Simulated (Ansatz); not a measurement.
The relaxed structure here is a generated cell of Nb: the first start was made by a random draw of sites in a space group, and the end was not matched to a known phase here, so it may be hypothetical. Known forms of Nb include space group No. 229.

A relaxed cell of Nb (Fmmm (No. 69)), relaxed on a k-mesh at least as fine as the one used below. Calculation: PBEsol (plane waves to 420 eV, PAW, scalar-relativistic; Ansatz, a program for electronic structure). Γ-centred k-mesh 13×13×7 on the run's cell (coarser than for final values), Fermi–Dirac smearing 0.05 eV.

```yaml
crystal:
  lattice:
    - [0.00000, 2.28650, 5.00968]
    - [1.59274, 0.00000, 5.00968]
    - [3.18547, 4.57299, 0.00000]
  atoms:
    - { symbol: Nb, position: [0.63517, 0.63517, 0.18241] }
    - { symbol: Nb, position: [0.63517, 0.63517, 0.68241] }
    - { symbol: Nb, position: [0.36483, 0.36483, 0.31759] }
    - { symbol: Nb, position: [0.36483, 0.36483, 0.81759] }
```

Every atom was then displaced, and the forces became (eV/Å):

| atom | Fx | Fy | Fz |
|---|---|---|---|
| Nb1 | 0.57 | 0.81 | 0.32 |
| Nb2 | -0.16 | -0.86 | -0.67 |
| Nb3 | -0.30 | -0.08 | -0.60 |
| Nb4 | -0.11 | 0.13 | 0.95 |

**Question.** Which atom was moved farthest relative to the others, and in which direction?

**Answer.** Nb1, by (0.05, -0.16, -0.01) Å (0.16 Å, mean shift removed); the next is Nb3 with 0.11 Å. Its force makes an angle of 128° with its move.

All displacements (Å):

```
atom      ux      uy      uz
----  ------  ------  ------
Nb1    0.017  -0.222  -0.014
Nb2   -0.027  -0.025   0.026
Nb3   -0.050   0.016   0.076
Nb4   -0.055  -0.028  -0.084
```

**Question.** Estimate the energy cost of the displacement in the harmonic approximation and compare with the calculation.

**Answer.** For a harmonic well ΔE = −½ Σ F·u = 0.138 eV a cell, or 34 meV/atom. The calculated energy relative to the undisplaced cell is +0.04 eV/atom, so the harmonic estimate holds well.

The undisplaced cell is probably no minimum: from this displacement the run went on to Im-3m (No. 229), 0.36 eV/atom below it.

No spin polarisation in the result.
